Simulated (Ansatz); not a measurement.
Si2W:
```yaml
crystal:
  lattice:
    - [-1.60599, 1.60599, 3.90337]
    - [1.60599, -1.60599, 3.90337]
    - [1.60599, 1.60599, -3.90337]
  atoms:
    - { symbol: Si, position: [0.33482, 0.33482, 0.00000] }
    - { symbol: Si, position: [0.66518, 0.66518, 0.00000] }
    - { symbol: W, position: [0.00000, 0.00000, 0.00000] }
```

Relaxed with r²SCAN. Special points in fractions of this cell's reciprocal vectors: Γ (0.000, 0.000, 0.000); X (0.000, 0.000, 0.500); P (0.250, 0.250, 0.250); N (0.000, 0.500, 0.000); M (0.500, 0.500, -0.500); S (0.292, 0.708, -0.292); S0 (-0.292, 0.292, 0.292); R (-0.085, 0.085, 0.500); G (0.500, 0.500, -0.085).

**Question.** List the band energies nearest the Fermi level at these points for r²SCAN (plane waves, PAW; program Ansatz).

**Answer.** In eV from the Fermi level; about four levels below and three above (degenerate sets whole), none deeper than 8.9 eV; points with the same levels are listed once.

| k | below | above |
|---|---|---|
| Γ | -3.85 -3.43 -3.08 -3.08 | 0.57 3.02 3.13 |
| X | -5.70 -5.35 -3.49 -2.02 | 3.04 3.26 3.40 |
| P | -6.99 -3.25 -2.67 -2.67 | 0.26 3.26 3.94 |
| N | -5.24 -3.04 -2.90 -0.52 | 2.91 2.97 4.17 |
| M | -0.98 -0.98 -0.56 -0.56 | 0.76 4.89 5.55 |
| S | -3.20 -2.93 -2.65 -0.40 | 1.94 2.71 3.65 |
| R | -5.48 -4.27 -3.34 -2.55 | 2.16 2.34 3.30 |

Space group I4/mmm (MoSi2 or CaC2 type). The cell was relaxed with r²SCAN under the symmetry of its start; of distortions, only those at the zone centre were tested. No spin polarisation was allowed. Scalar-relativistic: spin–orbit coupling is off unless named, which matters more the heavier the elements.

Potentials: the earlier of the program's two PAW sets.
